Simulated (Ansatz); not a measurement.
Fe:
```yaml
crystal:
  lattice:
    - [-1.41572, 1.41572, 1.41572]
    - [1.41572, -1.41572, 1.41572]
    - [1.41572, 1.41572, -1.41572]
  atoms:
    - { symbol: Fe, position: [0.00000, 0.00000, 0.00000], spin: 2.2 }
```

Relaxed with PBE. Special points in fractions of this cell's reciprocal vectors: Γ (0.000, 0.000, 0.000); H (0.500, -0.500, 0.500); N (0.000, 0.000, 0.500); P (0.250, 0.250, 0.250).

Task: List the band energies nearest the Fermi level at these points for plane-wave PAW PBE (Ansatz code).

Result: In eV from the Fermi level; about four levels below and three above (degenerate sets whole), none deeper than 8.9 eV; … stands for higher levels left out; points with the same levels are listed once.

```json
[
 {"k": "Γ ↑", "below": "-2.31 -2.31 -2.31 -1.09 -1.09", "above": "…"},
 {"k": "H ↑", "below": "-4.89 -4.89", "above": "0.14 0.14 0.14"},
 {"k": "N ↑", "below": "-4.97 -3.40 -1.02 -0.90", "above": "0.42 0.43 …"},
 {"k": "P ↑", "below": "-3.25 -3.25 -3.25 -0.86 -0.86", "above": "…"},
 {"k": "Γ ↓", "below": "-8.39 -0.42 -0.42 -0.42", "above": "…"},
 {"k": "H ↓", "below": "-3.07 -3.07", "above": "2.31 2.31 2.31"},
 {"k": "N ↓", "below": "-3.71 -1.72", "above": "0.53 1.52 1.93"},
 {"k": "P ↓", "below": "-1.90 -1.90 -1.90", "above": "1.98 1.98 …"}
]
```

Space group Im-3m (bcc (W type)). The PBE relaxation kept the symmetry of its start. Magnetic state: ferromagnetic, chosen from 3 collinear starts compared on coarse meshes (ties went to the first, and starts can fall back to one state), not a proven ground state. Textbook magnetic order: ferromagnetic.

Potentials: the earlier of the program's two PAW sets.
